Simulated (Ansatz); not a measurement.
Pb:
```yaml
crystal:
  lattice:
    - [0.00000, 2.44083, 2.44083]
    - [2.44083, 0.00000, 2.44083]
    - [2.44083, 2.44083, 0.00000]
  atoms:
    - { symbol: Pb, position: [0.00000, 0.00000, 0.00000] }
```

Relaxed with LDA. Special points in fractions of this cell's reciprocal vectors: Γ (0.000, 0.000, 0.000); X (0.500, 0.000, 0.500); U (0.625, 0.250, 0.625); K (0.375, 0.375, 0.750); L (0.500, 0.500, 0.500); W (0.500, 0.250, 0.750).

Task: List the band energies nearest the Fermi level at these points for LDA in the plane-wave PAW code Ansatz.

Result: In eV from the Fermi level; about four levels below and three above (degenerate sets whole), none deeper than 8.9 eV; … stands for higher levels left out; points with the same levels are listed once.

```csv
k,below,above
Γ,–,7.63 7.63 7.63
X,-6.80 -3.48,2.01 2.01 …
U,-6.89 -2.45 -1.34,2.99 …
L,-8.29 -4.45,5.70 5.70 …
W,-6.69 -1.50 -1.50,0.21 …
```

Space group Fm-3m (fcc (Cu type)). The cell was relaxed with LDA under the symmetry of its start. Spin–orbit coupling is left out wherever it is not named.

Potentials: the earlier of the program's two PAW sets. The files were generated under PBE; for other functionals the program regenerates the frozen cores, and for LDA and PBEsol the local potential too.
